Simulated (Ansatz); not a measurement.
TaAs:
```xyz
4
Lattice="-1.7314 1.7314 5.8674 1.7314 -1.7314 5.8674 1.7314 1.7314 -5.8674" Properties=species:S:1:pos:R:3 pbc="T T T"
Ta     0.0000     1.7314     2.9357
Ta     0.0000     0.0000     0.0020
As     1.7314     0.0000     3.9010
As     0.0000     0.0000     6.8347
```

Relaxed with PBE. Special points in fractions of this cell's reciprocal vectors: Γ (0.000, 0.000, 0.000); X (0.000, 0.000, 0.500); P (0.250, 0.250, 0.250); N (0.000, 0.500, 0.000); M (0.500, 0.500, -0.500); S (0.272, 0.728, -0.272); S0 (-0.272, 0.272, 0.272); R (-0.044, 0.044, 0.500); G (0.500, 0.500, -0.044).

### Question
List the band energies nearest the Fermi level at these points for plane-wave PAW PBE with spin–orbit coupling (Ansatz code).

### Answer
In eV from the Fermi level; about four levels below and three above (degenerate sets whole), none deeper than 8.9 eV; points with the same levels are listed once.

```tsv
k	below	above
Γ	-1.77 -1.77 -1.58 -1.58	0.86 0.86 1.52 1.52
X	-1.22 -1.22 -1.14 -1.14	2.65 2.65 2.67 2.67
P	-1.25 -1.25 -1.16 -1.07	2.65 2.65 2.67
N	-1.59 -1.59 -0.31 -0.31	0.13 0.13 1.31 1.31
M	-1.03 -1.03 -1.03 -1.03	1.16 1.16 1.16 1.16
S	-1.81 -1.73 -0.30 -0.05	0.05 0.18 1.62
R	-1.24 -1.24 -1.16 -1.16	2.47 2.47 2.56 2.56
```

Space group I4_1md. Symmetry was held in the PBE relaxation; of distortions, only those at the zone centre were tested. No spin polarisation was allowed. A small band overlap can be real or an error of a semilocal functional. The Fermi level of a semimetal is unsure by some 0.05 eV on such meshes.

Potentials: the later of the program's two PAW sets.
